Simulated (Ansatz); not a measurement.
LiF (rock salt) is sheared across one {100} plane: the third cell vector gains the shift, so faults repeat every 6.0 Å. The cut lies between planes 2.00 Å apart; the cell height is held.

```
LiF
1.0
    2.82150     0.00000     0.00000
    0.00000     2.82150     0.00000
    1.41075     1.41075     5.98530
F Li
3 3
Cartesian
  1.17562   1.17562   4.98775
  1.17562   1.17562   0.99755
  2.58637   2.58637   2.99265
  2.58637   2.58637   4.98775
  2.58637   2.58637   0.99755
  1.17562   1.17562   2.99265
```

In-plane vectors a = (2.821, 0.000) Å, b = (0.000, 2.821) Å, area 7.96 Å². The shift is s times the vector a + b (length 3.990 Å), so s = 1 restores the start. The shift is rigid: no atom relaxes. γ = [E(shift) − E(0)] / area.

All values below come from r2SCAN (plane waves to 500 eV, PAW, scalar-relativistic; Ansatz, an electronic-structure program). k mesh 10×10×10 (Γ-centred), Fermi-Dirac smearing 0.05 eV. Energies are extrapolated to zero smearing. Faults lie only 6.0 Å apart, and holding the cell height and the atoms raises γ above its relaxed value. LiF was relaxed with its symmetry unable to fall. The zero of γ is zero shift.

```json
[
 {"s": "0.000", "γ (mJ/m²)": "0"},
 {"s": "0.083", "γ (mJ/m²)": "182"},
 {"s": "0.167", "γ (mJ/m²)": "738"},
 {"s": "0.250", "γ (mJ/m²)": "1645"},
 {"s": "0.333", "γ (mJ/m²)": "2747"},
 {"s": "0.417", "γ (mJ/m²)": "3701"},
 {"s": "0.500", "γ (mJ/m²)": "4087"},
 {"s": "0.583", "γ (mJ/m²)": "3701"},
 {"s": "0.667", "γ (mJ/m²)": "2747"},
 {"s": "0.750", "γ (mJ/m²)": "1645"},
 {"s": "0.833", "γ (mJ/m²)": "738"},
 {"s": "0.917", "γ (mJ/m²)": "182"}
]
```

Q: Does γ have a local minimum between the ends of the line, and at which s?

A: No computed point is one.

Q: By a periodic cubic spline through the points, what shear stress does the steepest rise of γ from s = 0 correspond to?

A: 34 GPa. A slope of 1 mJ/m² per Å is 0.01 GPa.

(The slope of γ gives the shear force per area between the displaced halves; near zero shift its curvature is an elastic stiffness.)
